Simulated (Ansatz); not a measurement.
AgI:
```
AgI
1.0
    4.68528     0.00000     0.00000
   -2.34264     4.05757     0.00000
    0.00000     0.00000     7.66208
I Ag
2 2
Cartesian
  0.00000   2.70505   0.01877
  2.34264   1.35252   3.84981
  0.00000   2.70505   4.80834
  2.34264   1.35252   0.97730
```

Relaxed with PBE.

### Question
Tabulate the valence density and the electron localisation function along the shortest I–Ag contact (2.87 Å), DFT-PBE in the program Ansatz with PAW potentials.

### Answer


```
distance from I (Å)  density (e/Å³)   ELF
-------------------  --------------  ----
0.29                          14.60  0.16
0.43                           9.57  0.25
0.57                           4.58  0.42
0.72                           1.76  0.56
0.86                           0.98  0.63
1.00                           0.72  0.67
1.15                           0.51  0.68
1.29                           0.38  0.59
1.43                           0.30  0.35
1.58                           0.29  0.18
1.72                           0.37  0.15
1.87                           0.62  0.22
2.01                           1.37  0.35
2.15                           3.24  0.48
2.30                           6.53  0.58
2.44                          10.98  0.67
2.58                          15.77  0.76
```

The density is the valence pseudo-density with augmentation charge, so density and ELF within about 1 Å of a nucleus are not all-electron values.

Space group P6_3mc (wurtzite). The PBE relaxation kept the symmetry of its start; phonons on a q-mesh show no instability. The run is not spin-polarised. Spin–orbit coupling is left out wherever it is not named.

Potentials: the later of the program's two PAW sets.
